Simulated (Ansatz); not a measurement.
The relaxed structure here is a generated cell of CsSnI3: the first start was made by placing the elements on the sites of a structure type, and the end was not matched to a known phase here, so it may be hypothetical. Known forms of CsSnI3 include space group No. 62, 221.

One starting cell of CsSnI3 (a generated cell, CsSnI3 built in the AFLOW prototype ABC3_hR10_167_a_b_e (as in LiNbO3)) was relaxed twice with Ansatz (plane waves, PAW, scalar-relativistic): with PBEsol at 420 eV and with PBE at 420 eV. The PBEsol result:

Space group R-3c, hexagonal axes (No. 167); a = 8.7240 Å, b = 8.7240 Å, c = 20.7346 Å, α = 90.00°, β = 90.00°, γ = 120.00°

```json
[
 {"atom": "Cs", "site": "6a", "symmetry": "32", "x": "0.0000", "y": "0.0000", "z": "0.2500"},
 {"atom": "Sn", "site": "6b", "symmetry": "-3.", "x": "0.0000", "y": "0.0000", "z": "0.0000"},
 {"atom": "I", "site": "18e", "symmetry": ".2", "x": "0.5549", "y": "0.5549", "z": "0.2500"}
]
```
(The calculation used a cell of 10 atoms; values per cell refer to that cell.)

```tsv
quantity	PBEsol	PBE
space group	R-3c	R-3c
volume (Å³/atom)	45.55	?
a (Å)	8.724	?
c (Å)	20.735	?
gap (eV, no spin-orbit coupling)	0.41	?
```

Question: Fill in the PBE column.

Answer: 
- volume (Å³/atom), PBE: 49.02
- a (Å), PBE: 8.914
- c (Å), PBE: 21.374
- gap (eV, no spin-orbit coupling), PBE: 0.73

Both levels end in the same structure; PBE's volume is 7.6 % larger; its gap is 0.32 eV larger. Neither column is exact.

No spin polarisation in the result. Spin-orbit coupling is missing; with elements this heavy it can move band edges by tenths of an eV or more.

The run could not lose the symmetry of its start: the end is stationary, and may be a saddle point rather than a minimum.

Ansatz is a first-principles code.
